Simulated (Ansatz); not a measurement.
Theory: Ansatz, DFT, LDA (PW92), plane waves (420 eV) with PAW, scalar-relativistic. (PAW data from PBE, frozen cores regenerated.)

An element in the bcc structure gives this curve. The cell is scaled uniformly from the relaxed one, with fractional coordinates and shape fixed. Energies are extrapolated to zero smearing, pressures are those at the given smearing. Magnetic state: spin not included.

| V (Å³/atom) | E − E₀ (meV/atom) | P (GPa) |
| --- | --- | --- |
| 29.185 | 50.3 | 4.35 |
| 30.512 | 21.9 | 2.76 |
| 31.838 | 5.4 | 1.36 |
| 33.165 | -0.1 | 0.09 |
| 34.491 | 4.4 | -1.02 |
| 35.818 | 17.5 | -1.99 |
| 37.145 | 38.1 | -2.84 |

**Question.** Which element is it?
A. yttrium
B. europium
C. ytterbium
D. lanthanum

**Answer.** D. Its fit is V₀ = 33.22 Å³/atom, B₀ = 29 GPa, B₀′ = 1.8.
